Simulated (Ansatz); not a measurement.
# C: computed property card

C:
```xyz
6
Lattice="3.5612 0.0000 0.0000 -1.7806 3.0841 0.0000 0.0000 0.0000 3.3639" Properties=species:S:1:pos:R:3 pbc="T T T"
C      0.0000     1.4339     0.8410
C      0.5389     2.3672     1.9623
C     -0.5389     2.3672     3.0836
C      1.7806     1.6503     2.5229
C      1.2418     0.7169     0.2803
C      2.3195     0.7169     1.4016
```

Space group P6_122 (No. 178); conventional cell a = b = 3.5612 Å, c = 3.3639 Å, α = β = 90.00°, γ = 120.00°.

Method: DFT-r²SCAN in the program Ansatz with PAW potentials. The cell and atoms are relaxed at this level. Other levels are named where they apply.

Cell and energy:

```yaml
volume_per_atom: 6.16 Å³
density: 3.24 g/cm³
```

Electronic structure:

```yaml
band_gap: 4.41 eV (indirect)
valence_band_maximum: on the L–M line, 8 % of the way from L
conduction_band_minimum: on the Γ–A line, 39 % of the way from Γ (2 equivalent valleys)
smallest_direct_gap_on_the_standard_path: 5.29 eV
electron_effective_mass: 0.29, 7.2, 7.2 mₑ (principal values)
hole_effective_mass: 0.53, 0.72, 1.1 mₑ (principal values)
HSE06 gap on the r²SCAN cell: 5.38 eV
```

Mechanics:

```yaml
Bulk modulus (Birch–Murnaghan fit): 402 GPa
Pressure derivative B′: 3.7
Elastic constants (relaxed ions, GPa): C11 = 954, C12 = 177, C13 = 119, C33 = 901, C44 = 520
mechanical_stability: stable (all eigenvalues of C positive)
hill_bulk_and_shear_moduli: 404 and 441 GPa
Young's modulus: 970 GPa
Poisson's ratio: 0.10
debye_temperature_from_the_elastic_constants: 2070 K
Piezoelectric stress constants (proper, relaxed ions, C/m²): e14 = -0.11, e25 = 0.11
```

The start of the workflow was typed in or built on a structure type; neither database checked (COD, Materials Project) lists it. It is not the phase usual at ambient conditions (space group No. 194, 227). Symmetry was held in the r²SCAN relaxation; its stability against distortions is not shown here. Signs of piezoelectric constants follow the polarity of the cell as given.

Potentials: the earlier of the program's two PAW sets.
